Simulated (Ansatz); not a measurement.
## Mg3Zn2O5: computed properties

Method: Ansatz, DFT PBE, scalar-relativistic, plane waves, PAW.

Cutoff 420 eV; k points 10×10×10 on the computed 10-atom cell (Γ-centred); Gaussian smearing, width 0.02 eV; no spin polarisation.

The structure is relaxed at this level of theory with its symmetry kept, and needn't be the ground state of this composition.

```
CELL_PARAMETERS angstrom
-1.51784 2.14094 7.56935
1.51784 -2.14094 7.56935
1.51784 2.14094 -7.56935
ATOMIC_POSITIONS crystal
Mg 0.40042 0.40042 0.00000
Mg 0.59958 0.59958 0.00000
Mg 0.00000 0.00000 0.00000
Zn 0.80039 0.80039 0.00000
Zn 0.19961 0.19961 0.00000
O 0.09747 0.59747 0.50000
O 0.30241 0.80241 0.50000
O 0.50000 0.00000 0.50000
O 0.69759 0.19759 0.50000
O 0.90253 0.40253 0.50000
```

| Item | Value |
| --- | --- |
| Space group | Immm (No. 71) |
| Volume per atom | 66.4 bohr³ |
| Formation energy from the elements' standard states (uncorrected) | -2.122 eV/atom |
| Kohn–Sham band gap | 2.51 eV |
| Orbital (Löwdin) character of the top 1 eV of the valence band | O 2p 85 %, Zn 3d 13 % |
| Orbital (Löwdin) character of the lowest 1 eV of the conduction band | Zn 4s 33 %, O 2s 27 %, O 2p 20 %, Mg 3s 19 % |
| Bader charge by site (e) | Mg (2 in the cell) 1.72, Mg (1 in the cell) 1.72, Zn (2 in the cell) 1.24, O (2 in the cell) -1.56, O (2 in the cell) -1.41, O (1 in the cell) -1.71 |

The cell was found from a structure generator's guess, not taken from experiment. Kohn–Sham gaps at this level usually fall short of measured ones. Löwdin shares on free-atom orbitals overweight diffuse shells in the empty bands.
